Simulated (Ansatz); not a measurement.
B:
```
CELL_PARAMETERS angstrom
      4.14527     0.00000     0.00000
      0.00000     4.14527     0.00000
      0.00000     0.00000     4.14527
ATOMIC_POSITIONS crystal
  B  0.19489 0.50000 0.50000
  B  0.80511 0.50000 0.50000
  B  0.50000 0.19489 0.50000
  B  0.50000 0.80511 0.50000
  B  0.50000 0.50000 0.19489
  B  0.50000 0.50000 0.80511
```

Relaxed with r²SCAN.

Task: Map the electron localisation function on the plane through (0.195, 0.500, 0.500) spanned by u = [1, 0, 0] and v = [0, 1, 0] in lattice vectors, from the program Ansatz at the r²SCAN level (PAW).

Result: x is the fraction of u, y of v (the angle between them is 90°; rows are the nearest grid lines); atoms in the plane: B at (0.00, 0.00), B at (0.61, 0.00), B at (0.31, 0.69), B at (0.31, 0.31).
```
|  :==:..:==.  .%@@@#  |
|  -+=-::-++:  :%@@@#. |
|.-*#*=--=*#+:.-#@@@#:.|
|=*#%#+==*#%#+-=#%@%*==|
|+#%%#+--+#%%#++*#%#*++|
|+###+:  -*##*+==+*+==+|
|=+*+:    -**+=-------=|
|-=+=:    -=+=-:.....:-|
|:=+++===++++-:.     .:|
|:=*#%@@@@%#*=:      .:|
|:+#%@@@@@@%#=:      .:|
|:+#%@@@@@@%#=:      .:|
|:=*#%@@@@%#*=:      .:|
|:=+++===++++-:.     .:|
|-=+=:    -=+=-:.....:-|
|=+*+:    -**+=-------=|
|+###+:  -*##*+==+*+==+|
|+#%%#+--+#%%#++*#%#*++|
|=*#%#+==*#%#+-=#%@%*==|
|.-*#*=--=*#+:.-#@@@#:.|
|  -+=-::-++:  :%@@@#. |
|  :==:..:==.  .%@@@#  |
```
Scale: ten equal steps from -0.004 (start of ' ') to 0.977 (end of '@'), in the order ' .:-=+*#%@'; x runs from 0.000 to 1.00, y from 0.000 (bottom) to 1.00 (top).

The density is the valence pseudo-density with augmentation charge, so density and ELF within about 1 Å of a nucleus are not all-electron values.

Space group Pm-3m. The start of the workflow was typed in or built on a structure type; neither database checked (COD, Materials Project) lists it. It is not the phase usual at ambient conditions (space group No. 166). The r²SCAN relaxation kept the symmetry of its start; its stability against distortions is not shown here.

Potentials: the earlier of the program's two PAW sets.
